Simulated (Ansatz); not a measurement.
Input:

ZnInGaO₄:
```yaml
crystal:
  lattice:
    - [1.67801, 0.96880, 8.70472]
    - [-1.67801, 0.96880, 8.70472]
    - [0.00000, -1.93760, 8.70472]
  atoms:
    - { symbol: Zn, position: [0.21881, 0.21881, 0.21881] }
    - { symbol: In, position: [0.00308, 0.00308, 0.00308] }
    - { symbol: Ga, position: [0.78705, 0.78705, 0.78705] }
    - { symbol: O, position: [0.29529, 0.29529, 0.29529] }
    - { symbol: O, position: [0.71123, 0.71123, 0.71123] }
    - { symbol: O, position: [0.12103, 0.12103, 0.12103] }
    - { symbol: O, position: [0.86352, 0.86352, 0.86352] }
```

This is the PBE-relaxed structure. Cartesian axes are those of the cell as given.

Problem. All from DFT-PBE in the program Ansatz with PAW potentials, unless another level is named. Give the hole effective mass with spin–orbit coupling.

Solution. 0.67 along x (mₑ).

Problem. And the hole effective mass, band 1 of 2 at the edge?

Solution. 2.2 along x (mₑ).

Problem. Predict the electron effective mass.

Solution. 0.17, 0.19, 0.19 mₑ (principal values).

Space group R3m. The cell was relaxed with PBE under the symmetry of its start. Spin–orbit coupling is left out wherever it is not named.

Potentials: the earlier of the program's two PAW sets.

Edges and masses are those of Kohn–Sham bands, whose gap is no quasiparticle gap.
